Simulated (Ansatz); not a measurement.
The cell below belongs to a search over invented structures; it isn't taken from experiment.

Input and command of a plane-wave DFT calculation in Ansatz:

```yaml
crystal:
  lattice:
    - [6.5529877, 0.0, 0.0]
    - [0.0, 7.5827512, 0.0]
    - [0.0, 0.0, 4.29237442]
  atoms:
    - { symbol: As, position: [0.24869999, 0.3123, 0.0] }
    - { symbol: As, position: [0.75130001, 0.6877, 0.0] }
    - { symbol: As, position: [0.74869999, 0.1877, 0.5] }
    - { symbol: As, position: [0.25130001, 0.8123, 0.5] }
    - { symbol: As, position: [0.34110001, 0.12630001, 0.5] }
    - { symbol: As, position: [0.65889999, 0.87369999, 0.5] }
    - { symbol: As, position: [0.84110001, 0.37369999, 0.0] }
    - { symbol: As, position: [0.15889999, 0.62630001, 0.0] }
    - { symbol: Se, position: [0.0, 0.0, 0.0] }
    - { symbol: Se, position: [0.5, 0.5, 0.5] }
basis:
  ecutwfc: 420
kpoints:
  mp_grid: { grid: [3, 2, 4] }
hamiltonian:
  xc: pbe
scf:
  occupations: { method: gaussian, width: 0.2 }
  lower_state_search: "off"
output:
  forces: true
  stress: true
  eigenvalues: true
relax:
  adjacent_minimum: "off"
  f_tol: 0.08
  max_steps: 16
  cell: { stress_tol: 0.8 }
```

```bash
ansatz run input.yaml --threads 1 --pin off --max-ram 2560MiB --backend cpu --events-out ev --progress --plain --runs-dir out
```

Processor: Intel(R) Xeon(R) 6975P-C (Granite Rapids), 1 thread, on a host shared with other jobs.

Question: Estimate time, memory and problem size.

Answer: About 2.5 min, peak memory 0.66 GiB. It solves 92 bands at 12 k points (after reduction by symmetry) with about 4985 plane waves (on the last cell), in 84 SCF iterations over 15 ionic steps.
